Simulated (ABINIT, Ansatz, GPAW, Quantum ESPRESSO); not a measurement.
# Mg3ZnC: programs and potentials compared

```
CELL_PARAMETERS angstrom
4.40693 0.00000 0.00000
0.00000 4.40693 0.00000
0.00000 0.00000 4.40693
ATOMIC_POSITIONS crystal
Zn 0.00000 0.00000 0.00000
Mg 0.50000 0.00000 0.50000
Mg 0.50000 0.50000 0.00000
Mg 0.00000 0.50000 0.50000
C 0.50000 0.50000 0.50000
```

The cell comes from a database or a generator and needn't be the stable form of this composition.

Alike in all runs: task single point; functional PBE; k mesh 6 × 6 × 6; occupations fermi-dirac, width 0.05 eV; no spin polarisation; no spin-orbit coupling. Pressure is positive in compression and, in plane waves, holds the error of the finite cutoff, which Ansatz's Pulay term estimates and takes out.

| program and potentials | plane-wave cutoff (eV) | notes | band gap (eV) | pressure (GPa) |
| --- | --- | --- | --- | --- |
| Ansatz, Ansatz PAW | 420 | 9.2 valence electrons an atom on average; Pulay term of +0.08 GPa included | no gap | -0.19 |
| Quantum ESPRESSO, SSSP 1.3 efficiency PBE | 748 | 6 valence electrons an atom on average | no gap | -0.33 |
| ABINIT, JTH PAW PBE v2.0 | 599 | 9.2 valence electrons an atom on average | no gap | -0.18 |
| GPAW, GPAW PAW data sets (gpaw-data 1.2.1) | 800 | 9.2 valence electrons an atom on average | no gap | -0.27 |

None finds a gap. The pressure spans -0.33 (Quantum ESPRESSO, SSSP 1.3 efficiency PBE) to -0.18 GPa (ABINIT, JTH PAW PBE v2.0).

The functional is the same throughout but for its coding, so the spread measures potentials, basis and numerics; runs on potential files found faulty are left out.
